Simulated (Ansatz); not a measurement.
**CaAg$_{2}$Ge$_{2}$, a database entry at a rescaled volume**

```
Ag Ge Ca
1.0
     0.00000    4.32827    0.00000
     4.32827    0.00000    0.00000
     2.16413    2.16413   -5.46281
Ag Ge Ca
2 2 1
Direct
  0.75000 0.25000 0.50000
  0.25000 0.75000 0.50000
  0.38900 0.38900 0.22200
  0.61100 0.61100 0.77800
  0.00000 0.00000 0.00000
```

Level: r2SCAN, no spin polarisation; 500 eV; 8×8×8 Γ-centred mesh; fermi-dirac occupations (width 0.1 eV); Ansatz 0.2.0, fixed geometry.

Task: Describe some of the short contacts.

Result: Ge–Ge at 2.43 Å: least valence density 0.48 e/Å³ and ELF 0.64 there. Ag–Ge at 2.64 Å: least valence density 0.33 e/Å³ and ELF 0.31 there. Ag–Ag at 3.06 Å: least valence density 0.17 e/Å³ and ELF 0.15 there. These are pseudo-fields; inside the PAW spheres they differ from the all-electron ones.

Task: What is the formation energy?

Result: -0.32 eV an atom against the elements' usual phases (free molecules for gases, crystals otherwise, with no correction for O₂ or N₂), so it is bound against them; other compounds may still compete. Relaxing would lower it.

Task: What does the stress say?

Result: The pressure is -0.3 GPa (compression positive), so with the atoms held at these fractions the cell is close to zero pressure.

Task: Where is the largest force?

Result: The largest is on Ge3 (and as large on other atoms): 0.24 eV/Å, components (0.00, 0.00, 0.24). It makes 0° with the line to a nearest neighbour, Ge4 at 2.43 Å, pointing towards it.

Task: How is the charge shared?

Result: Bader charges in e: Ca +1.44, Ag -0.25, Ge -0.47. In the mean Ca gives up most and Ge takes most.

Task: Is there a gap?

Result: It is a metal, with about 1.5 states/eV a cell as the mean within 0.25 eV of the Fermi level, mostly Ge p (66 %).

Origin: a database entry at a rescaled volume.
